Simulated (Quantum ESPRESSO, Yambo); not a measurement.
**Quasiparticle gap of MgS at -0.7 % isotropic strain**

```
CELL_PARAMETERS angstrom
      0.00000     2.57341     2.57341
      2.57341     0.00000     2.57341
      2.57341     2.57341     0.00000
ATOMIC_POSITIONS crystal
  Mg 0.00000 0.00000 0.00000
  S  0.50000 0.50000 0.50000
```

The PBEsol cell relaxed from Materials Project entry mp-1315 was given an isotropic strain of -0.7 % on all lattice vectors, and the atoms were relaxed again.

Starting point: PBEsol (pw.x of Quantum ESPRESSO, ONCV potentials, without SOC). G0W0 in Yambo: 6×6×6 Γ-centred k mesh, bands 5 to 80 and a 10 Ry block in the screening, 80 bands in G with the Bruneval-Gonze terminator, plasmon pole fitted at 27.2 eV.

| Property | Value |
|---|---|
| PBEsol gap along the band path | 2.77 eV |
| PBEsol gap between the mesh's edge points (Γ → X) | 2.77 eV |
| G0W0 gap between the same points | 4.59 eV |
| PBEsol smallest direct gap on the mesh (at Γ) | 3.85 eV |
| G0W0 direct gap at that point | 5.56 eV |

| k point | band | E PBEsol (eV) | E QP (eV) | shift (eV) | Z |
|---|---|---|---|---|---|
| Γ | VB | 0.00 | -1.14 | -1.14 | 0.79 |
| Γ | CB | 3.85 | 4.42 | 0.57 | 0.81 |
| L | VB | -0.63 | -1.80 | -1.17 | 0.78 |
| L | CB | 4.44 | 5.01 | 0.57 | 0.82 |
| X | VB | -1.78 | -2.98 | -1.20 | 0.78 |
| X | CB | 2.77 | 3.45 | 0.68 | 0.82 |

Energies count from the PBEsol valence-band maximum.

Convergence of the G0W0 settings was not tested.
